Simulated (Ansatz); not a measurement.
InAs (zinc blende, F-43m) under volume change, PBE (plane waves, PAW; program Ansatz), scaled uniformly.

```csv
V (Å³/atom),E − E(relaxed) (meV/atom),P (GPa)
26.933,43.5,5.73
27.820,?,?
28.708,4.3,1.59
29.596,0.0,0.00
30.484,3.8,-1.33
31.372,14.4,-2.45
32.260,?,?
```

### Question
Some entries are withheld; supply them.

### Answer

- 27.820, E − E(relaxed) (meV/atom): 18.2
- 27.820, P (GPa): 3.48
- 32.260, E − E(relaxed) (meV/atom): 30.7
- 32.260, P (GPa): -3.39

### Question
What does a third-order Birch–Murnaghan fit give for V₀, B₀ and B′?

### Answer
V₀ = 29.60 Å³/atom, B₀ = 48.4 GPa, B′ = 4.8.

The cell was relaxed with PBE under the symmetry of its start.

Potentials: the later of the program's two PAW sets.
